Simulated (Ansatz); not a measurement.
## CsCl-type GdBi: what the numbers say

Method: PBEsol, scalar-relativistic; collinear spin; PAW, 420 eV, 8×8×8 k-mesh, Gaussian smearing of 0.05 eV; code Ansatz. The datasets are Ansatz's generated set soft_2.

This is a trial structure: such lanthanide and actinide compounds mostly take the rock-salt structure.

The relaxed structure (symmetry read at 0.01 Å). The structure is cubic, space group Pm-3m (No. 221). The conventional cell has a = 3.853 Å, b = 3.853 Å, c = 3.853 Å, α = 90.00°, β = 90.00°, γ = 90.00°. Around Gd (site symmetry m-3m) lie 8 Bi at 3.34 Å. Bi (site symmetry m-3m) is surrounded by 8 Gd at 3.34 Å. (Neighbours are counted to 15 % beyond the shortest distance.)

Should it be a metal or an insulator?

Formal charges Gd³⁺, Bi³⁻ leave Gd³⁺ with an open 4f⁷ shell. The run still finds no gap: within 0.1 eV of the Fermi level the projected states are 54 % Gd 5d, 27 % Bi 6p, 16 % Gd 4f. Apart from the f shell, rare-earth antimonides and bismuthides of this kind are mostly semimetals, since the Gd 5d band overlaps the anion's p band.

What moment should the f shell carry?

Hund's first rule gives Gd³⁺ with 7 f electrons 7 unpaired spins, a spin moment of 7 μB; the run has 7.08 μB on Gd (atomic spheres) and 7.19 f electrons on orthogonalised orbitals. The moment is close to the ion's, so in this run the shell is localised and nearly fully polarised.

How stiff is it, in energy terms?

B0·V0 = 55.4 GPa × 28.59 Å³ = 9.88 eV/atom sets the scale: near the minimum ΔE ≈ ½ B0 V0 x², with x = V/V0 − 1, and a pressure of 0.6 GPa squeezes the volume by about 1 %. At the ends of the curve: x = −4.0 % predicts 7.8 meV/atom and the run gives 8.4; x = +4.0 % predicts 8.0 meV/atom and the run gives 7.4. Compression costs more and expansion less than the parabola says, since the crystal stiffens as it shrinks; B0′ measures that.

All results together:

```
Volume                                                : 28.60 Å³/atom
Band gap                                              : zero (metallic)
Density of states at the Fermi level                  : 0.91 states/(eV·atom)
Magnetic state                                        : ferromagnetic (the only order tried)
Site spin moments                                     : Gd 7.08; Bi -0.07 μB
Spin moment of the cell                               : 7.22 μB
f electrons (orthogonalised atomic orbitals)          : Gd 7.19
Formation energy from the elements (0 K, uncorrected) : -0.74 eV/atom
Bulk modulus (Birch–Murnaghan)                        : 55 GPa
Pressure derivative B0′                               : 4.7
```

Without a U the 4f levels of Gd lie too near the Fermi level, so their share of the states there, and what hangs on it, is overstated. Spin–orbit coupling, which matters for such heavy elements, is left out. The run wasn't fully tested for a lower electronic state. Site moments are of spin, integrated over atomic spheres. No antiparallel order was tried.
